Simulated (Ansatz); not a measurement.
# FeCO₃, a database entry at a rescaled volume

```
Fe C O
1.0
     2.32422    1.34189    5.03830
    -2.32422    1.34189    5.03830
     0.00000   -2.68378    5.03830
Fe C O
2 2 6
Direct
  0.00000 0.00000 0.00000
  0.50000 0.50000 0.50000
  0.25000 0.25000 0.25000
  0.75000 0.75000 0.75000
  0.52500 0.97500 0.25000
  0.25000 0.52500 0.97500
  0.97500 0.25000 0.52500
  0.47500 0.02500 0.75000
  0.75000 0.47500 0.02500
  0.02500 0.75000 0.47500
```

Method: r2SCAN, no spin polarisation; PAW, plane waves to 500 eV, 7×7×7 Γ-centred mesh, fermi-dirac occupations (width 0.1112 eV) (Ansatz 0.2.0), atoms fixed.

(1) Where is the largest force?

(2) Is it stable against the elements?

(3) What does the stress say?

(4) Give the Bader charges.

(5) What is the band gap?

(6) Which orbitals make up the band edges?

Origin: a database entry at a rescaled volume. Caveats: no spin polarisation, so a magnetic state may lie lower; atoms or cell far from equilibrium.

## Answers

(1) The largest is on O5 (and as large on other atoms): 1.24 eV/Å, components (1.24, 0.00, 0.00). It makes 180° with the line to a nearest neighbour, C3 at 1.28 Å, pointing away from it.

(2) -1.15 eV an atom against the elements' usual phases (free molecules for gases, crystals otherwise, with no correction for O₂ or N₂), so it is bound against them; other compounds may still compete. Relaxing would lower it.

(3) The pressure is -11.5 GPa (compression positive), so with the atoms held at these fractions the cell would first shrink; the forces are large, so a full relaxation may end otherwise. The principal stresses -16.0, -9.3, -9.3 GPa differ, so its shape would change too.

(4) Bader charges in e: Fe +1.36, C +2.40, O -1.25. In the mean C gives up most and O takes most.

(5) The gap is 1.69 eV, indirect (the least direct gap found is 1.72 eV).

(6) Within 0.7 eV of the edges, the states project mainly on Fe d (94 %) below the gap and on Fe d (80 %) and O p (13 %) above it.
